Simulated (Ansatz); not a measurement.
Bcc Mo (110), 3 layers, DFT, PBEsol, all-electron LAPW, scalar-relativistic (Ansatz 0.2.0), on 1 thread of Intel(R) Xeon(R) 6975P-C (Granite Rapids) (shared host).

Command: `ansatz run input.yaml --threads 1 --pin off --max-ram 3584MiB --backend cpu --events-out ev --progress --plain --runs-dir out`

```yaml
crystal:
  lattice:
    - [2.7101442943, 0.0, 0.0]
    - [-0.9033814314, 2.5551485447, 0.0]
    - [0.0, 0.0, 20.4256]
  atoms:
    - { symbol: Mo, position: [0.0, 0.0, 0.3956604418] }
    - { symbol: Mo, position: [0.5, 0.5, 0.5000000082] }
    - { symbol: Mo, position: [0.0, 0.0, 0.6043395501] }
  periodic: [true, true, false]
kpoints:
  mp_grid: { grid: [13, 13, 1] }
scf:
  occupations: { method: fermi_dirac, width: 0.05 }
hamiltonian:
  xc: pbesol
  pseudopotentials: { kind: all_electron, lapw: { basis_error: 0.001 } }
output:
  forces: true
  stress: true
  eigenvalues: true
```

Problem. How large is the problem that the program sets up?

Solution. 49 irreducible k-points, 2227 plane waves at Γ, 54 bands.

Problem. About how long does it take, and how much memory?

Solution. 65 s of wall time for 9 SCF iterations, with a peak of 0.87 GiB. Times on shared machines scatter by tens of per cent.
